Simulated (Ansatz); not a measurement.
A sound run on MnSb (P63/mmc), total moment held at 6 μB (Ansatz 0.2.0, DFT, PBEsol, PAW with Ansatz's default frozen-core files, scalar-relativistic):

```yaml
crystal:
  lattice:
    - [4.15, 0.0, 0.0]
    - [-2.075, 3.5940054257, 0.0]
    - [0.0, 0.0, 5.78]
  atoms:
    - { symbol: Mn, position: [0.0, 0.0, 0.0], spin: 3.0 }
    - { symbol: Mn, position: [0.0, 0.0, 0.5], spin: 3.0 }
    - { symbol: Sb, position: [0.3333333333, 0.6666666667, 0.25] }
    - { symbol: Sb, position: [0.6666666667, 0.3333333333, 0.75] }
magnetization:
  spin_polarized: true
  initial_magnetization: 6.0
  spin_locking: { lock_magnetization: hard }
kpoints:
  mp_grid: { grid: [9, 9, 6] }
scf:
  occupations: { method: fermi_dirac, width: 0.1 }
  lower_state_search: "off"
hamiltonian:
  xc: pbesol
  pseudopotentials: { kind: paw }
output:
  forces: true
  stress: true
  eigenvalues: true
  write_density: true
  write_potential: true
  elf: true
  volumetric_format: npy
```

It converged in 11 iterations. Site moments (μB): Mn1 3.16, Mn2 3.16, Sb3 -0.15, Sb4 -0.15. Cell moment 6.00 μB. Pressure -9.63 GPa.

The input is then changed, output keys apart:

```diff
-  occupations: { method: fermi_dirac, width: 0.1 }
+  occupations: { method: gaussian, width: 0.005 }
-  xc: pbesol
+  xc: pbe
```

Task: What does the program do with it?

Result: The run converged. Free energy -20766.5434 eV against -20553.3010 eV (not comparable, since the functional, the files or the filling changed), cell moment 6.00 μB, pressure -5.79 GPa.
```
Warning: output.stress: scf.convergence.dr2_threshold = 1e-7 eV (the SCF's general default) is looser than the 4e-10 eV advised for a printed stress (1e-10 eV for each atom of the cell: 4). What an SCF threshold leaves in a stress goes as its square root, and in the free energy as the threshold itself, and one threshold admits the most on a small cell: of the crystals measured, under no hybrid fun …
Engine: ansatz 0.2.0
Pseudopotentials: kind: paw
Pseudopotential: Mn, paw, valence charge 15, recommended cutoff 420 eV (normal), Mn.paw.azcp
Pseudopotential: Sb, paw, valence charge 15, recommended cutoff 420 eV (normal), Sb.paw.azcp
Functional definition: PBE
  parameter kappa = 0.804
  parameter beta = 0.06672455060314922
  exchange = pbe_x(kappa = kappa, mu = beta*pi^2/3)
  correlation = pbe_c(beta = beta)
Crystal: 4 atoms, lattice volume = 86.209 Å³
Basis set: ecut = 420 eV, 1657 PW (Γ), exchange–correlation on 60×60×80 points (8 copies of the dense FFT grid, shifted against one another)
Bands: 40, of which v1, the nominal top of the filled ones, is band 30 counted from 1 (29 counted from 0)
Symmetry: 24 space group operations
[...]
  atom   3  Sb    -0.00000000     0.00000000     0.00000000
  atom   4  Sb    -0.00000000    -0.00000000     0.00000000
  max |Σ_I F_I| component: 6.94e-18 eV/Å
--- Stress (GPa, compression-positive) ---
       -5.400562      -0.000000       0.000000
        0.000000      -5.400562       0.000000
        0.000000       0.000000      -6.566440
  P = ⅓ Tr σ = -5.7892 GPa (-57.892 kbar)
--- Band table (eV; the first three rows and the last of 96) ---
  k-point 0 ↑: bands = ["-68.8198", "-68.8129", "-37.6774", "-37.6774", "-37.6699", "-37.6699", "-37.4137", "-37.3331", "-16.8751", "-16.8751", "-16.8546", "-16.8529", "-16.8528", "-16.8528", "-16.8414", "-16.8414", "-16.8402", "-16.8402", "0.5300", "3.4924", "6.4979", "8.3063", "8.3063", "9.0197", "9.3070", "9.3070", "9.5979", "9.5979", "10.3734", "10.3734", "11.7349", "12.5527", "12.5527", "14.3 …
  k-point 1 ↑: bands = ["-68.8193", "-68.8134", "-37.6769", "-37.6769", "-37.6704", "-37.6704", "-37.4083", "-37.3386", "-16.8739", "-16.8739", "-16.8550", "-16.8550", "-16.8545", "-16.8529", "-16.8407", "-16.8407", "-16.8400", "-16.8400", "0.6466", "3.0669", "7.0594", "8.3784", "8.3784", "9.0861", "9.3530", "9.3530", "9.5054", "9.5054", "10.2208", "10.2208", "11.5960", "12.7919", "12.7919", "13.8 …
  k-point 2 ↑: bands = ["-68.8181", "-68.8146", "-37.6756", "-37.6756", "-37.6718", "-37.6718", "-37.3936", "-37.3533", "-16.8705", "-16.8705", "-16.8599", "-16.8599", "-16.8541", "-16.8533", "-16.8396", "-16.8396", "-16.8396", "-16.8396", "0.9919", "2.2818", "8.1750", "8.5858", "8.5858", "9.2141", "9.2428", "9.2428", "9.4843", "9.4843", "9.9381", "9.9381", "11.3517", "12.5392", "13.3093", "13.309 …
  k-point 47 ↓: bands = ["-65.4224", "-65.4224", "-34.2802", "-34.2802", "-34.2799", "-34.2799", "-34.1767", "-34.1767", "-16.9057", "-16.9057", "-16.9008", "-16.9008", "-16.8843", "-16.8843", "-16.8749", "-16.8749", "-16.8749", "-16.8749", "2.8342", "2.8342", "7.6026", "7.6026", "7.9839", "7.9839", "10.7585", "10.7585", "12.4728", "12.4728", "12.7149", "12.7149", "13.0922", "13.0922", "13.3975",  …
```
